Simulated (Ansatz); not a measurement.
A relaxed cell of La2Zr2O is given with its symmetry left out. The cell was found from a structure generator's guess, not taken from experiment.

All numbers below come from DFT PBE, scalar-relativistic, plane waves, PAW in Ansatz. Cutoff 420 eV, Γ-centred mesh, Gaussian smearing, no spin polarisation.

```
La Zr O
1.0
     5.03094    0.00000    0.00000
     0.00000    5.03094    0.00000
     0.00000    0.00000    6.68361
La Zr O
2 2 1
Cartesian
  0.0000 2.5155 0.0000
  2.5155 0.0000 0.0000
  2.5155 2.5155 4.4852
  2.5155 2.5155 2.1984
  2.5155 2.5155 0.0000
```

The zero of energy is the elements' standard structures at the same level (O₂ as a molecule); no fitted shifts are applied.

(1) Find its symmetry and describe it.

(2) What is its formation energy per atom?

(3) Is it a metal?

Results:

(1) P4/mmm (No. 123). Conventional cell: a = 5.031 Å, c = 6.684 Å. La has 2 O at 2.52 Å, 4 Zr at 3.34 Å and 4 La at 3.56 Å; around Zr lie 1 O at 2.20 Å, 1 Zr at 2.29 Å and 4 La at 3.34 Å; O has 2 Zr at 2.20 Å and 4 La at 2.52 Å.

(2) +0.29 eV/atom. A positive value: parting into the elements would lower its energy.

(3) Yes, bands cross the Fermi level on the 8×8×6 mesh.

The last run used an 8×8×6 mesh (in the run's order of axes) for its 5-atom cell and Gaussian smearing of 0.10 eV. A structure relaxed within its symmetry needn't be a true minimum. Another cell of La2Zr2O relaxed alike, in P-3m1, lies 1.15 eV/atom lower, so this cell isn't the stable form at this level.
